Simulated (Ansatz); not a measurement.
This cell of NiO (rock salt) is off equilibrium:

```xyz
2
Lattice="0.0000 2.0486 2.1305 2.0486 0.0000 2.1305 2.0486 2.0486 0.0000" Properties=species:S:1:pos:R:3 pbc="T T T"
O      0.0000     0.0000     0.0000
Ni     2.0486     2.0486     2.1305
```

Computed with r2SCAN (plane waves to 500 eV, PAW, scalar-relativistic; Ansatz, an electronic-structure program). k mesh 13×13×13 (Γ-centred), Fermi-Dirac smearing 0.05 eV. E stands for the smeared free energy. Stress and pressure are positive under compression. NiO is run spin-polarised and with no Hubbard U; the real compound is an antiferromagnetic insulator, a state that this run doesn't describe. NiO was relaxed with its symmetry unable to fall. Relaxed NiO ends ferromagnetic. Other magnetic orders were not checked, so this need not be the ground state.

Q: What is the stress tensor (GPa)?

A: 
```
   10.6      0.0      0.0
    0.0     10.6      0.0
    0.0      0.0     -0.6
```
The pressure, a third of the trace, is 6.9 GPa.

Q: It is the relaxed cell deformed to V/V₀ = 0.973, (c/a)/(c/a)₀ = 1.040, c along z, fractional positions held. What is its energy relative to the relaxed cell?

A: 12.8 meV/atom.

(Under strain, the slope of the energy per volume gives the stress and its curvature an elastic modulus.)
